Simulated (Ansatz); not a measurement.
Sb (A7 type, space group R-3m)

```xyz
2
Lattice="2.1608 1.2475 3.6797 -2.1608 1.2475 3.6797 0.0000 -2.4951 3.6797" Properties=species:S:1:pos:R:3 pbc="T T T"
Sb     0.0000     0.0000     2.6095
Sb     0.0000     0.0000     8.4295
```

Scan: atom 1 (Sb, nearest neighbour Sb at 2.932 Å; its periodic images, 4.3 Å or more away, move with it) is displaced along Cartesian x, direction (1.000, 0.000, 0.000) in Cartesian axes, by s. The other atoms stay.

All values below come from PBE-D3(BJ) (plane waves to 420 eV, PAW, scalar-relativistic; Ansatz, a program for electronic structure). k mesh 11×11×11 (Γ-centred), Fermi-Dirac smearing 0.05 eV. With partly filled bands, energies and forces of such displacements shift with the k mesh and the smearing. F∥ is the force on the atom along that direction. Sb was relaxed with its symmetry unable to fall. Spin-orbit coupling is left out, though Sb is heavy. The PAW data are Ansatz's earlier set. 

| s (Å) | F∥ (eV/Å) |
|---|---|
| -0.590 | 2.715 |
| -0.472 | [?] |
| -0.354 | [?] |
| -0.236 | 0.572 |
| -0.118 | 0.228 |
| 0.000 | 0.000 |
| 0.118 | -0.228 |
| 0.236 | -0.572 |
| 0.354 | [?] |
| 0.472 | [?] |
| 0.590 | -2.715 |

Task: Fill in the missing entries.

Result: 
- -0.472, F∥ (eV/Å): 1.842
- -0.354, F∥ (eV/Å): 1.109
- 0.354, F∥ (eV/Å): -1.109
- 0.472, F∥ (eV/Å): -1.842

(For displaced atoms, the force is minus the slope of the energy, and its curvature is a force constant, which sets phonon frequencies.)
